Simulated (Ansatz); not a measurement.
# Relaxing Ca

Computed with DFT PBEsol, scalar-relativistic, plane waves, PAW (Ansatz). (420 eV cutoff, 12×12×8 k-mesh, Gaussian smearing of 0.10 eV, no spin polarisation)

What was changed: biaxial strain in the a-b plane, c and atoms relaxed: +3.0 %.

Input:

```yaml
crystal:
  lattice:
    - [3.9679795331, 0.0, 0.0]
    - [-1.9839897666, 3.4363710774, 0.0]
    - [0.0, 0.0, 6.2268495732]
  atoms:
    - { symbol: Ca, position: [0.6666666667, 0.3333333333, 0.75] }
    - { symbol: Ca, position: [0.3333333333, 0.6666666667, 0.25] }
basis:
  ecutwfc: 420
kpoints:
  mp_grid: { grid: [12, 12, 8] }
hamiltonian:
  xc: pbesol
scf:
  occupations: { method: gaussian, width: 0.1 }
output:
  forces: true
  stress: true
  eigenvalues: true
relax:
  adjacent_minimum: "off"
  f_tol: 0.008
  max_steps: 40
  cell: { stress_tol: 0.05, fix: [a, b, gamma] }
```

F is the free energy. Steps run on the plane waves of an earlier cell, but the last one, and at times one on the way, on a freshly chosen basis, so a repeated geometry can differ a little in energy. The held parts of the cell keep their stress, so P needn't end at zero.

Steps:

| step | F − F(1) (eV) | largest force component (eV/Å) | V (Å³/atom) | P (GPa) |
| --- | --- | --- | --- | --- |
| 1 | 0.0000 | 0.000 | 42.453 | -0.62 |
| 2 | -0.0004 | 0.000 | 42.591 | -0.68 |
| 3 | -0.0006 | 0.000 | 42.791 | -0.76 |
| 4 | -0.0006 | 0.000 | 42.791 | -0.76 |

Relaxed structure:

```yaml
crystal:
  lattice:
    - [3.96798, 0.00000, 0.00000]
    - [-1.98399, 3.43637, 0.00000]
    - [0.00000, 0.00000, 6.27642]
  atoms:
    - { symbol: Ca, position: [0.66667, 0.33333, 0.75000] }
    - { symbol: Ca, position: [0.33333, 0.66667, 0.25000] }
```

The structure is hexagonal, space group P6_3/mmc (No. 194). The conventional cell has a = 3.968 Å, b = 3.968 Å, c = 6.276 Å, α = 90.00°, β = 90.00°, γ = 120.00°. Around Ca (site symmetry -6m2) lie 12 Ca at 3.89 to 3.97 Å.

The run converged. The run took roughly 26 core-seconds.